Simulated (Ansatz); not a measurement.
The elements of this relaxed trial crystal are hidden behind letters.

```
lattice vectors (Å)
   4.0812    0.0000    0.0000
   0.0000    4.0812    0.0000
   0.0000    0.0000    9.2516
fractional positions
X 0.5000 0.5000 0.5000
Z 0.0000 0.5000 0.0000
Z 0.5000 0.0000 0.0000
Z 0.0000 0.5000 0.3137
Z 0.5000 0.0000 0.3137
Z 0.0000 0.5000 0.6863
Z 0.5000 0.0000 0.6863
Q 0.5000 0.5000 0.1606
Q 0.0000 0.0000 0.1530
Q 0.0000 0.0000 0.5000
Q 0.5000 0.5000 0.8394
Q 0.0000 0.0000 0.8470
```

All numbers below come from DFT PBE, scalar-relativistic, plane waves, PAW (Ansatz). Plane waves to 420 eV, a 10×10×4 mesh through Γ for the 12-atom cell and 0.10 eV Gaussian smearing; no spin polarisation.

| Item | Value |
| --- | --- |
| Space group | P4/mmm (No. 123) |
| Conventional cell | a = 4.081 Å, c = 9.252 Å |
| Volume per atom | 12.84 Å³ |
| Density | 5.42 g/cm³ |
| Formation energy | −0.56 eV/atom |
| Gap on the 10×10×4 mesh of the 12-atom cell | 0 eV (a metal) |

Energies are uncorrected and count from the elements' standard states at the same level.

Q: X is a d-block element of period 4, Z is a p-block element of period 3 and Q is a d-block element of period 4. Which elements are they?

A: X = Ti, Z = Al, Q = Ni, so the formula is TiAl6Ni5. Density times volume gives a mean mass of 5.42 × 12.84/1.6605 = 41.9 u per atom, and this set has 41.9 u. Around Ti lie 8 Al at 2.67 Å, 4 Ni at 2.89 Å and 2 Ni at 3.14 Å; Al on a site of symmetry mmm has 8 Ni at 2.48–2.52 Å and 6 Al at 2.89–2.90 Å; Ni on a site of symmetry 4mm has 8 Al at 2.48–2.52 Å, 5 Ni at 2.89–2.97 Å and 1 Ti at 3.14 Å; 3 more sites not described. Other sets within the hints have nearly the same mass, so mass alone doesn't settle it; this one was computed.

Trial moments died out on the coarse mesh, so the last step has no spin; another magnetic start might hold. Symmetry constrained the relaxation, so the result can be a saddle point.
